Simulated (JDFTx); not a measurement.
| Property | Result |
|---|---|
| surface | AlCo(100), Al outermost, slab composition Al4Co3 |
| bulk | AlCo, Pm-3m, lattice of mp-284 (not re-optimised) |
| slab | 7 atoms in 7 planes, 1x1, 8.5 Å between the outermost planes |
| in-plane cell | 2.819 × 2.819 Å, 7.95 Å² |
| cell height | 24.5 Å |
| sampling | 10×10×1 k mesh, Fermi smearing 0.004 Ha, spin-polarised from a ferromagnetic start |

Whether this polymorph is the ambient one wasn't checked.

Profiles through the double layer of this slab, charged, in soft-sphere model, water, 1 M NaCl; PBE, GBRV ultrasoft potentials, plane waves to 20/100 Ha, a modified build of JDFTx. z is the height above the outermost atoms, φ the plane-averaged electrostatic potential energy of an electron (zero in the bulk liquid), ρ_b the bound charge of solvent and ions, s the cavity shape function (0 in the solid, 1 in the liquid).

```
z (Å)  n (e/Å³)     s  φ (eV)  ρ_b (10⁻³ e/Å³)
-----  --------  ----  ------  ---------------
0.99     0.0835  0.00  -2.886            -0.26
1.44     0.0365  0.00  -1.285            -5.79
1.90     0.0137  0.10  -0.172           -11.16
2.35     0.0050  0.66  -0.041             1.72
2.80     0.0019  0.99  -0.033             1.95
3.26     0.0007  1.00  -0.028             0.76
3.71     0.0003  1.00  -0.024             0.28
4.16     0.0001  1.00  -0.020             0.10
4.62     0.0000  1.00  -0.018             0.03
5.07     0.0000  1.00  -0.015             0.01
5.53     0.0000  1.00  -0.013             0.00
5.98     0.0000  1.00  -0.011             0.00
6.43     0.0000  1.00  -0.010             0.00
6.89     0.0000  1.00  -0.008             0.00
7.34     0.0000  1.00  -0.007             0.00
7.79     0.0000  1.00  -0.006             0.00
```

Question: Is the electrode positively or negatively charged, and roughly by how much?

Answer: Positively: σ = 9.0 μC/cm² per face. The liquid's bound charge is of the opposite sign overall, and far from the surface φ decays with the screening length (3.0 Å).
